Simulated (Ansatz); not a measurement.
Input file for Ansatz (an electronic-structure program):

Ansatz 0.2 input:
```yaml
crystal:
  lattice:
    - [0.0, 2.5649412454, 2.5649412454]
    - [2.5649412454, 0.0, 2.5649412454]
    - [2.5649412454, 2.5649412454, 0.0]
  atoms:
    - { symbol: Pd, position: [0.0, 0.0, 0.0] }
    - { symbol: Al, position: [0.5, 0.5, 0.5] }
kpoints:
  mp_grid: { grid: [10, 10, 10] }
  band_path:
    path:
      - [[0.0, 0.0, 0.0], [0.5, 0.0, 0.5], [0.625, 0.25, 0.625]]  # Γ-X-U
      - [[0.375, 0.375, 0.75], [0.0, 0.0, 0.0], [0.5, 0.5, 0.5], [0.5, 0.25, 0.75], [0.5, 0.0, 0.5]]  # K-Γ-L-W-X
    npoints: 12
basis: { xc_grid: 2 }
hamiltonian:
  xc: pbe
  pseudopotentials: { azcp: { folder: ./paw }, kind: paw_fr }
magnetization: { noncollinear: true, spin_orbit: true }
scf:
  n_extra_bands: 13
  convergence: { dr2_threshold: 0.0000000001 }
  occupations: { method: gaussian, width: 0.05 }
output: { eigenvalues: true }
```

Output (shortened):

```
Pseudopotential: Pd, paw, valence charge 18
Pseudopotential: Al, paw, valence charge 3
Functional definition: PBE
non-collinear run that drives no moment, with spin-orbit …
Crystal: 2 atoms, lattice volume = 33.749 Å³
Basis set: ecut = 420 eV, 645 PW (Γ), exchange–correlation on 50×50×50 points (8 copies of the dense FFT grid, shifted against one another)
Bands: 34, of which v1, the nominal top of the filled ones, is band 21 counted from 1 (20 counted from 0)
Symmetry: 48 space group operations + 48 with time reversal
k-points: 47 of 1000
Projection manifold: j_resolved (fully-relativistic pseudo-atomic orbitals)
SCF iter   1: F=—  HF=-7515.880211 eV  |F-HF|=—  |Δ(HF+E_count)|=         —  Δρ=1.72e-1  dr2=1.36e1  dr2_m=0.00e0 (ungated)  ethr=3.10e-3  |M|=0.00e0 ∫|m|=0.00e0 μB  |m|>n=0.0e0 m-floor=0.0e0 τ_xc=0.0e0  β_m=0.30  ⟨swp⟩=7.2  Hψ=5084  notcnv=0  defer=36
preconditioner: auto → Kerker (q_TF=auto, 2.521 Å⁻¹)
spin=Noncollinear: Kerker preconditioning applied to the charge; magnetization (m_x, m_y, m_z) channels mix plain (no charge-response kernel on spin).
SCF iter   2: F=—  HF=-7513.665103 eV  |F-HF|=—  |Δ(HF+E_count)|=    2.22e0  Δρ=6.09e-2  dr2=1.65e0  dr2_m=0.00e0 (ungated)  ethr=3.10e-3  |M|=0.00e0 ∫|m|=0.00e0 μB  |m|>n=0.0e0 m-floor=0.0e0 τ_xc=0.0e0  β_m=0.37  ⟨swp⟩=2.4  Hψ=1593  notcnv=0  defer=344
preconditioner: auto → none
SCF iter   3: F=—  HF=-7513.327521 eV  |F-HF|=—  |Δ(HF+E_count)|=   3.38e-1  Δρ=2.17e-2  dr2=7.61e-2  dr2_m=0.00e0 (ungated)  ethr=3.10e-3  |M|=0.00e0 ∫|m|=0.00e0 μB  |m|>n=0.0e0 m-floor=0.0e0 τ_xc=0.0e0  β_m=0.64  ⟨swp⟩=2.1  Hψ=1273  notcnv=0  defer=334
SCF iter   4: F=—  HF=-7513.321627 eV  |F-HF|=—  |Δ(HF+E_count)|=   5.89e-3  Δρ=5.64e-3  dr2=1.72e-2  dr2_m=0.00e0 (ungated)  ethr=3.63e-4  |M|=0.00e0 ∫|m|=0.00e0 μB  |m|>n=0.0e0 m-floor=0.0e0 τ_xc=0.0e0  β_m=0.57  ⟨swp⟩=2.0  Hψ=1446  notcnv=0  defer=334
SCF iter   5: F=—  HF=-7513.318091 eV  |F-HF|=—  |Δ(HF+E_count)|=   3.54e-3  Δρ=1.68e-3  dr2=1.48e-3  dr2_m=0.00e0 (ungated)  ethr=8.21e-5  |M|=0.00e0 ∫|m|=0.00e0 μB  |m|>n=0.0e0 m-floor=0.0e0 τ_xc=0.0e0  β_m=0.79  ⟨swp⟩=1.7  Hψ=817  notcnv=0  defer=334
SCF iter   6: F=—  HF=-7513.317833 eV  |F-HF|=—  |Δ(HF+E_count)|=   2.58e-4  Δρ=1.57e-4  dr2=9.38e-6  dr2_m=0.00e0 (ungated)  ethr=7.04e-6  |M|=0.00e0 ∫|m|=0.00e0 μB  |m|>n=0.0e0 m-floor=0.0e0 τ_xc=0.0e0  β_m=0.89  ⟨swp⟩=2.0  Hψ=881  notcnv=0  defer=334
SCF iter   7: F=—  HF=-7513.317832 eV  |F-HF|=—  |Δ(HF+E_count)|=   1.45e-6  Δρ=1.19e-5  dr2=4.09e-8  dr2_m=0.00e0 (ungated)  ethr=4.47e-8  |M|=0.00e0 ∫|m|=0.00e0 μB  |m|>n=0.0e0 m-floor=0.0e0 τ_xc=0.0e0  β_m=0.88  ⟨swp⟩=2.1  Hψ=930  notcnv=0  defer=334
SCF iter   8: F=—  HF=-7513.317831 eV  |F-HF|=—  |Δ(HF+E_count)|=   3.23e-7  Δρ=7.76e-7  dr2=1.57e-10  dr2_m=0.00e0 (ungated)  ethr=1.95e-10  |M|=0.00e0 ∫|m|=0.00e0 μB  |m|>n=0.0e0 m-floor=0.0e0 τ_xc=0.0e0  β_m=0.92  ⟨swp⟩=2.3  Hψ=1085  notcnv=0  defer=334
SCF iter   9: F=-7513.317831 eV  HF=-7513.317831 eV  |F-HF|=1.82e-12  |Δ(HF+E_count)|=  4.82e-11  Δρ=1.31e-7  dr2=7.77e-12  dr2_m=0.00e0 (ungated)  ethr=1.00e-12  |M|=0.00e0 ∫|m|=0.00e0 μB  |m|>n=0.0e0 m-floor=0.0e0 τ_xc=0.0e0  ⟨swp⟩=8.2  Hψ=3160  notcnv=0
SCF 1 converged in 9 iterations: F = -7513.317831 eV  dr2 = 7.77e-12
NSCF: frozen V_eff on 74 k-points
SCF converged after 9 iterations
Magnetization: |M| = 0.0000 μB,  M = (+0.0000, +0.0000, +0.0000) μB
Absolute magnetization: 0.0000 μB (∫|m|)
  site 0: m = (+0.0000, +0.0000, +0.0000) μB, |m| = 0.0000 μB  (R = 1.06 Å)
  site 1: m = (+0.0000, +0.0000, +0.0000) μB, |m| = 0.0000 μB  (R = 1.06 Å)
Free energy (F): -7513.317831 eV
Harris-Foulkes:  -7513.317831 eV  (|F-HF|=1.82e-12)
Internal energy: -7513.317160 eV  (E = F + TS)
E sigma→0 (E₀):  -7513.317496 eV
Entropy (-TS):   -0.000671 eV (-0.335 meV/atom)
Fermi energy:    12.530149 eV
--- Per-component energies (eV) ---
  E_band       = -261.949332
  E_kinetic    = 473.540340
  E_local      = -2719.706467  (includes V_loc(G=0)·N_el)
  E_nonlocal   = 379.191010
  E_hartree    = 1120.737701
  E_xc         = -176.578364
  E_vxc        = -204.795349  (∫ρ·V_xc dr)
  E_paw        = -4282.505267  (= ΣΔE_a)
  E_vpaw       = -431.654681  (= ΣTr[D̂ρ^β])
  E_aug_tail   = 0.000244  (compensation charges beyond the density's cutoff)
  E_ewald      = -2307.996358
  E_smearing   = -0.000671  (= −TS)
  E_closure    =  0.000000  (closes the sum)
  Σ components = -7513.317831   (vs F -7513.317831, Δ=0.00e0)
  [band-id]    e_kinetic+e_local+e_nonlocal+2·e_hartree+e_vxc+e_vpaw+e_augmentation_tail = -261.949501   (vs E_band -261.949332, Δ=-1.69e-4)
--- Band table (eV; the first three rows and the last of 47) ---
  k-point 0: bands = ["-72.4415", "-72.4415", "-41.2814", "-41.2814", "-36.8152", "-36.8152", "-36.8152", "-36.8152", "3.2630", "3.2630", "8.5762", "8.5762", "8.5762", "8.5762", "8.9818", "8.9818", "9.0100", "9.0100", "9.0100", "9.0100", "17.7989", "17.7989", …
  k-point 1: bands = ["-72.4414", "-72.4414", "-41.2819", "-41.2819", "-36.8165", "-36.8165", "-36.8155", "-36.8155", "3.4452", "3.4452", "8.5545", "8.5545", "8.5675", "8.5675", "8.9412", "8.9412", "9.0043", "9.0043", "9.0426", "9.0426", "17.0941", "17.0941", …
  k-point 2: bands = ["-72.4412", "-72.4412", "-41.2833", "-41.2833", "-36.8200", "-36.8200", "-36.8163", "-36.8163", "3.9814", "3.9814", "8.4484", "8.4484", "8.4721", "8.4721", "8.7653", "8.7653", "9.1395", "9.1395", "9.1926", "9.1926", "15.2932", "15.2932", …
  k-point 46: bands = ["-72.4405", "-72.4405", "-41.2885", "-41.2885", "-36.8281", "-36.8281", "-36.8244", "-36.8244", "6.4902", "6.4902", "8.1364", "8.1364", "8.4661", "8.4661", "8.7061", "8.7061", "9.9644", "9.9644", "11.6498", "11.6498", "12.0252", …
```

Cost: roughly 15 core-seconds on shared cores.

Space group Fm-3m (rock salt). The start of the workflow was typed in or built on a structure type; neither database checked (COD, Materials Project) lists it. Whether it is the stable phase at ambient conditions was not checked. Symmetry was held in the PBE relaxation; its stability against distortions is not shown here. The run is not spin-polarised.

Potentials: the earlier of the program's two PAW sets.

Ansatz is a plane-wave DFT program.
